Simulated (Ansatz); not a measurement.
# Lattice vibrations of CoSi3Ru2 at Γ

The calculation used Ansatz 0.2.0, DFT PBE, scalar-relativistic, plane waves, PAW. Plane waves to 420 eV; Γ-centred k mesh 12×12×6; Fermi-Dirac smearing of 0.15 eV. No spin polarisation. Phonons by linear response, acoustic sum rule imposed.

Equilibrium structure at this level:
```xyz
6
Lattice="2.9167 0.0000 0.0000 0.0000 2.9167 0.0000 0.0000 0.0000 8.5085" Properties=species:S:1:pos:R:3 pbc="T T T"
Co    0.0000    0.0000    0.0000
Si    1.4584    1.4584    7.2047
Si    1.4584    1.4584    1.3038
Si    1.4584    1.4584    4.2542
Ru    0.0000    0.0000    5.7308
Ru    0.0000    0.0000    2.7776
```

The structure comes from a generated guess, relaxed at this level; another structure or a mixture of phases may lie lower. In a metal, frequencies depend on the k mesh and the smearing, soft modes most.

(1) Is this structure stable against zone-centre distortions?

(2) List the optical modes at Γ (i marks imaginary ones).

Results:

(1) Yes, at Γ: no optical mode is imaginary. Strains and other wave vectors aren't tested by this run.

(2)
```csv
frequency (cm⁻¹),degeneracy
98,2
105,2
213,1
223,1
233,2
253,1
258,2
268,2
409,1
427,1
```
